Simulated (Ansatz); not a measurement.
**Property card for La2MgSi2**

La$_{2}$MgSi$_{2}$:
```yaml
crystal:
  lattice:
    - [7.54028, 0.00000, 0.00000]
    - [0.00000, 7.54028, 0.00000]
    - [0.00000, 0.00000, 4.49093]
  atoms:
    - { symbol: La, position: [0.68033, 0.18033, 0.50000] }
    - { symbol: La, position: [0.31967, 0.81967, 0.50000] }
    - { symbol: La, position: [0.81967, 0.68033, 0.50000] }
    - { symbol: La, position: [0.18033, 0.31967, 0.50000] }
    - { symbol: Mg, position: [0.00000, 0.00000, 0.00000] }
    - { symbol: Mg, position: [0.50000, 0.50000, 0.00000] }
    - { symbol: Si, position: [0.11253, 0.61253, 0.00000] }
    - { symbol: Si, position: [0.88747, 0.38747, 0.00000] }
    - { symbol: Si, position: [0.38747, 0.11253, 0.00000] }
    - { symbol: Si, position: [0.61253, 0.88747, 0.00000] }
```

Space group P4/mbm (No. 127); conventional cell a = b = 7.540 Å, c = 4.491 Å, α = β = γ = 90.00°.

Method: the program Ansatz at the r²SCAN level (PAW). The cell and atoms are relaxed at this level. Other levels are named where they apply.

**Cell and energy**

* **Volume per atom**: 25.53 Å³
* **Density**: 4.66 g/cm³
* **Formation energy from the elements (no fitted shifts)**: -0.72 eV/atom

**Electronic structure**

- Electronic character: metallic (no gap)
- Density of states at the Fermi level: 0.36 states/eV per atom (mean over ±0.08 eV)

The workflow started from a Materials Project entry (that database holds measured and hypothetical structures alike); the Crystallography Open Database copy checked does not list it. Whether it is the stable phase at ambient conditions was not checked. The r²SCAN relaxation kept the symmetry of its start; whether a distortion lowers the energy is not shown. The references are the lowest solids computed at this level, not always the standard phases. Scalar-relativistic: spin–orbit coupling is off unless named, which matters more the heavier the elements.

Potentials: the later of the program's two PAW sets.
